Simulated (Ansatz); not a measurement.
Relaxed KCl (rock salt):

```
CELL_PARAMETERS angstrom
      0.00000     6.38117     6.38117
      3.19058     3.19058     6.38117
      3.19058     3.19058     0.00000
ATOMIC_POSITIONS crystal
  Cl 0.00000 0.00000 0.00000
  Cl 0.50000 0.00000 0.00000
  K  0.00000 0.50000 0.50000
  K  0.50000 0.50000 0.50000
```

The atoms are displaced by Q × the pattern below (from a DFPT mode at X = (0.5, 0.5, 0.0), largest move 1; Q in Å), at fixed cell. It is one choice among 2 degenerate patterns. (q is in reciprocal vectors of the primitive cell; the cell shown is doubled to hold the pattern.)

```csv
atom,x,y,z
Cl1,0.000,-1.000,0.000
Cl2,0.000,1.000,0.000
K3,0.000,-0.872,0.000
K4,0.000,0.872,0.000
```

All values below come from PBE (plane waves to 420 eV, PAW, scalar-relativistic; Ansatz, an electronic-structure program). k mesh 9×9×9 (Γ-centred), Fermi-Dirac smearing 0.05 eV. Energies are smeared free energies. KCl was relaxed with its symmetry unable to fall. ΔE is measured from the undisplaced structure.

The scan covers Q from -0.180 to 0.180 Å in 13 points.

### Question
Which space group does the distorted structure have?

### Answer
Cmcm (No. 63), lowered from Fm-3m.

### Question
Is this a single well or a double well?

### Answer
A single well with its minimum at or next to zero displacement.

### Question
What is the energy change at Q = 0.180 Å?

### Answer
155.6 meV/cell.

### Question
What harmonic wavenumber does the curvature at Q = 0 give?

### Answer
130 cm⁻¹.

(For displaced atoms, the force is minus the slope of the energy, and its curvature is a force constant, which sets phonon frequencies.)
